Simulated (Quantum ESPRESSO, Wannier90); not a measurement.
## TiAl (P4/mmm): Wannier90 run

Structure: Materials Project mp-1953, symmetrised, not relaxed again. COD (Crystallography Open Database) has an entry of this formula and space group (matched by these alone). Method: PBEsol plane waves in Quantum ESPRESSO 7.5 (PseudoDojo norm-conserving files, 68 Ry, no spin polarisation, no spin-orbit coupling), Bloch states on a 12×12×8 mesh through Γ, Wannier90 4.0.1. Density: 14×14×10 mesh, cold smearing 0.01 Ry.

The plane-wave run has 26 bands and 15 electrons a cell. On the energy scale of pw.x, whose zero is arbitrary, the Fermi level lies at 11.02 eV.

Input w.win, without the blocks of cell, atoms and k-points (1152 lines):

```
num_bands = 22
num_wann = 14
exclude_bands = 1-4
num_iter = 800
conv_tol = 1.0e-6
conv_window = 4
dis_num_iter = 1000
dis_conv_tol = 1.0e-6
dis_froz_max = 12.52
write_hr = true
write_u_matrices = true
begin projections
Ti: s;p;d
Al: s;p
end projections
mp_grid = 12 12 8
```

**Question.** Check the input against the numbers above: what is wrong, and how is it mended?

**Answer.** wannier90.x -pp stops with:
```
w90_readwrite_get_projections: too few projection functions defined
```
The projections block defines fewer trial orbitals than num_wann. Mended as below, all else unchanged, the run goes through (Ω_I = 14.7 Å²) and follows the plane-wave bands to 1.3 meV rms (states up to 1.0 eV relative to the Fermi level).
```
num_wann = 13
```
